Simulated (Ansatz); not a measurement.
W$_{3}$N:
```
CELL_PARAMETERS angstrom
      4.83789     0.00000     0.00000
      0.00000     4.83789     0.00000
      0.00000     0.00000     4.83789
ATOMIC_POSITIONS crystal
  W  0.25000 0.00000 0.50000
  W  0.75000 0.00000 0.50000
  W  0.00000 0.50000 0.25000
  W  0.00000 0.50000 0.75000
  W  0.50000 0.25000 0.00000
  W  0.50000 0.75000 0.00000
  N  0.00000 0.00000 0.00000
  N  0.50000 0.50000 0.50000
```

Relaxed with PBE. Special points in fractions of this cell's reciprocal vectors: Γ (0.000, 0.000, 0.000); X (0.000, 0.500, 0.000); M (0.500, 0.500, 0.000); R (0.500, 0.500, 0.500).

Problem. List the band energies nearest the Fermi level at these points for plane-wave PAW PBE with spin–orbit coupling (Ansatz code).

Solution. In eV from the Fermi level; about four levels below and three above (degenerate sets whole), none deeper than 8.9 eV; points with the same levels are listed once.

| k | below | above |
|---|---|---|
| Γ | -1.62 -1.62 -1.62 -1.62 | 0.14 0.14 1.04 1.04 1.04 1.04 |
| X | -0.59 -0.59 -0.59 -0.59 | 0.39 0.39 0.39 0.39 |
| M | -0.17 -0.17 -0.15 -0.15 | 0.04 0.04 0.08 0.08 |
| R | -1.18 -1.18 -1.18 -1.18 -1.18 -1.18 -1.18 -1.18 | 0.51 0.51 0.51 0.51 |

Space group Pm-3n (A15 (Cr3Si type)). The start of the workflow was typed in or built on a structure type; neither database checked (COD, Materials Project) lists it. Its standing as an ambient phase is unchecked. Symmetry was held in the PBE relaxation; whether a distortion lowers the energy is not shown. The workflow began spin-polarised and lost its moments. Its formation energy is positive at this level, so the cell may be metastable or incomplete.

Potentials: the earlier of the program's two PAW sets.
